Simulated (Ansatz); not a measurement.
Input and command of a plane-wave DFT calculation in Ansatz:

```yaml
crystal:
  lattice:
    - [-1.8854452568, 1.8854452568, 6.4596292293]
    - [1.8854452568, -1.8854452568, 6.4596292293]
    - [1.8854452568, 1.8854452568, -6.4596292293]
  atoms:
    - { symbol: Tl, position: [0.0, 0.0, 0.0] }
    - { symbol: Ni, position: [0.75, 0.25, 0.5] }
    - { symbol: Ni, position: [0.25, 0.75, 0.5] }
    - { symbol: S, position: [0.3440286461, 0.3440286461, 0.0] }
    - { symbol: S, position: [0.6559713539, 0.6559713539, 0.0] }
basis:
  ecutwfc: 420
kpoints:
  mp_grid: { grid: [14, 14, 14] }
hamiltonian:
  xc: pbesol
scf:
  occupations: { method: gaussian, width: 0.1 }
output:
  forces: true
  stress: true
  eigenvalues: true
relax:
  adjacent_minimum: "off"
  f_tol: 0.01
  max_steps: 30
  cell: { stress_tol: 0.1, fix: [volume] }
```

```bash
ansatz run input.yaml --threads 2 --pin off --max-ram 5120MiB --backend cpu --events-out ev --progress --plain --runs-dir out
```

Processor: Intel(R) Xeon(R) 6975P-C (Granite Rapids), 2 threads, on a host shared with other jobs.

Question: Estimate time, memory and problem size.

Answer: About 58 s on 2 threads of Intel(R) Xeon(R) 6975P-C (Granite Rapids), with other jobs on the host, peak memory 0.88 GiB. It solves 37 bands at 244 k points (the mesh reduced by symmetry) with about 1825 plane waves, in 33 SCF iterations over 5 ionic steps.
